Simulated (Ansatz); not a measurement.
TaGe₂ (space group P6_222)

```
TaGe2
1.0
    4.96726     0.00000     0.00000
   -2.48363     4.30177     0.00000
    0.00000     0.00000     6.74980
Ta Ge
3 6
Direct
  0.50000   0.00000   0.50000
  0.50000   0.50000   0.83333
  0.00000   0.50000   0.16667
  0.16359   0.32718   0.50000
  0.83641   0.16359   0.83333
  0.67282   0.83641   0.16667
  0.83641   0.67282   0.50000
  0.16359   0.83641   0.83333
  0.32718   0.16359   0.16667
```

The slice is a (0001) plane (indices of the conventional cell) through the point (0.836, 0.164, 0.833) (fractional), spanned by u = [110] and v = [1 -1 0] in vectors of this cell: u (4.97 Å) and v (8.60 Å, at 90° to u). It covers one period; positions are fractions (u, v).

The numbers are results of r2SCAN (plane waves to 500 eV, PAW, scalar-relativistic; Ansatz, a program for electronic structure), not measurements. k mesh 11×11×7. These are valence fields of a PAW run, semicore shells included where kept as valence: close to a nucleus they are smooth pseudo fields. Spin-orbit coupling is left out, though Ta is heavy. TaGe2 is run without spin polarisation. TaGe2 was relaxed with its symmetry unable to fall.

Question: What is the valence density on the shortest Ge–Ge line in this plane (2.81 Å), at its midpoint?

Answer: 0.26 e/Å³.

Question: Sketch the electron localisation function (ELF) on this plane as a map.

Answer: 
```
|xxxx113344333355666666553333443311xx|
|001133333333444455555544443333333311|
|444444333333333333223333333333334444|
|6666554433333322xxxxxx22333333445566|
|6655443344443300xxxxxx00334444334455|
|1111112255554400xxxxxx00445555221111|
|1100000044664422xxxxxx22446644000000|
|887733002266664422222244666622003377|
|xx9999220044665544334455664400229999|
|xxxx995500225555555555555522005599xx|
|xxxx996600114455555555554411006699xx|
|xxxx994400336666444444666633004499xx|
|999977111155664433333344665511117799|
|554411003377553311001133557733001144|
|0000001155664411xxxxxx11446655110000|
|3333333344553300xxxxxx00335544333333|
|6666553333443311xxxxxx11334433335566|
|555544443333333311001133333333444455|
|223333333333334444444444333333333333|
|xxxx223333334455666666554433333322xx|
|xxxx003344443344556655443344443300xx|
|xxxx004455552211111111112255554400xx|
|xxxx224466440000001100000044664422xx|
|222244666622003377887733002266664422|
|334455664400229999xx9999220044665544|
|5555555522005599xxxxxx99550022555555|
|5555554411006699xxxxxx99660011445555|
|4444666633004499xxxxxx99440033666644|
|333344665511117799999977111155664433|
|001133557733001144554411003377553311|
|xxxx114466551100000000001155664411xx|
|xxxx003355443333333333333344553300xx|
```
Scale: ten equal steps from 0.14 (start of '0') to 0.73 (end of '9'), in the order '0123456789'. Values: electron localisation function (ELF). The map has 18 points along u (two characters each, u = 0 at the left) and 32 along v (v = 0 in the bottom row). Points within 0.5 Å of a nucleus are blanked (x), as the pseudised field means little there.
